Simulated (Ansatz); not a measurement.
Ge:
```xyz
8
Lattice="4.0035 0.0000 0.0000 -2.0017 3.4671 0.0000 0.0000 0.0000 13.1454" Properties=species:S:1:pos:R:3 pbc="T T T"
Ge     0.0000     0.0000     5.3476
Ge     0.0000     0.0000     7.7977
Ge     0.0000     0.0000    11.9203
Ge     0.0000     0.0000     1.2250
Ge     0.0000     2.3114     4.5236
Ge     2.0017     1.1557     8.6218
Ge     2.0017     1.1557    11.0963
Ge     0.0000     2.3114     2.0491
```

Relaxed with r²SCAN. Special points in fractions of this cell's reciprocal vectors: Γ (0.000, 0.000, 0.000); M (0.500, 0.000, 0.000); K (0.333, 0.333, 0.000); A (0.000, 0.000, 0.500); L (0.500, 0.000, 0.500); H (0.333, 0.333, 0.500).

Question: List the band energies nearest the valence-band maximum at these points for r²SCAN in the plane-wave PAW code Ansatz.

Answer: In eV from the valence-band maximum; about four levels below and three above (degenerate sets whole), none deeper than 8.9 eV; points with the same levels are listed once.

| k | below | above |
|---|---|---|
| Γ | -0.93 -0.93 -0.15 0.00 0.00 | 0.27 0.34 0.75 |
| M | -2.56 -2.55 -1.94 -1.55 | 0.46 0.58 0.80 |
| K | -3.63 -2.85 -2.85 -2.16 | 1.58 2.48 2.48 |
| A | -0.36 -0.36 -0.36 -0.36 | 0.42 0.42 1.41 1.41 |
| L | -2.71 -2.71 -1.91 -1.91 | 0.86 0.86 1.54 1.54 |
| H | -2.98 -2.98 -2.61 -2.61 | 1.59 1.59 2.97 2.97 |

Space group P6_3/mmc. The first step of the workflow began from a Materials Project structure, measured or hypothetical; the Crystallography Open Database copy checked does not list it. It is not the phase usual at ambient conditions (space group No. 227). Symmetry was held in the r²SCAN relaxation; phonons on a q-mesh show no instability. Spin–orbit coupling is left out wherever it is not named.

Potentials: the later of the program's two PAW sets.
